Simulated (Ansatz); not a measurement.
A relaxed 1×1 slab of 6 planes, cut along (111) from a fcc crystal of one element, has a cell area of 7.45 Å² and a bulk spacing of 2.394 Å between its first planes. All-electron LAPW in Ansatz 0.2.0 (PBE, scalar-relativistic, no spin polarisation) gives γ = 0.73 J/m², Φ = 4.43 eV and a change of the outer spacing of -0.6 %. The fcc structure needn't be the element's own.

Problem. Which element is it?

Solution. Ag. Neighbours weren't tried against these numbers.
